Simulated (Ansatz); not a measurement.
The relaxed structure here is a generated cell of SiC: the first start was made by placing the elements on the sites of a structure type, and the end was not matched to a known phase here, so it may be hypothetical. Known forms of SiC include space group No. 186, 216.

One stationary structure of SiC. These are PBEsol (plane waves to 420 eV, PAW, scalar-relativistic; Ansatz, a program for electronic structure) values and carry that method's errors.

```
CELL_PARAMETERS angstrom
      5.81415     0.00000     0.00000
      0.00000     3.12514     0.00000
      0.00000     0.00000     5.18906
ATOMIC_POSITIONS crystal
  Si 0.15937 0.25000 0.40410
  Si 0.34063 0.75000 0.90410
  Si 0.84063 0.75000 0.59590
  Si 0.65937 0.25000 0.09590
  C  0.82462 0.25000 0.39609
  C  0.67538 0.75000 0.89609
  C  0.17538 0.75000 0.60391
  C  0.32462 0.25000 0.10391
```

Task: Determine the symmetry and give the standard cell with its independent sites.

Result: Space group Pnma (No. 62); a = 5.8141 Å, b = 3.1251 Å, c = 5.1891 Å, α = 90.00°, β = 90.00°, γ = 90.00°

| atom | site | symmetry | x | y | z |
|---|---|---|---|---|---|
| Si | 4c | .m. | 0.1594 | 0.2500 | 0.4041 |
| C | 4c | .m. | 0.3246 | 0.2500 | 0.1039 |

Task: Give the shortest distances between elements (the closest pairs, up to four, under 3.6 Å).

Result: C–Si 1.83 Å; Si–Si 2.62 Å; C–C 2.79 Å.

```yaml
volume_per_atom: 11.79 Å³
band_gap: 2.49 eV, indirect (valence top at Γ, conduction bottom at U) (no spin-orbit coupling)
smallest_direct_gap: 3.01 eV at 25 % of the way from Γ to X
```

No spin polarisation in the result.

The run could not lose the symmetry of its start: the end is stationary, and may be a saddle point rather than a minimum.
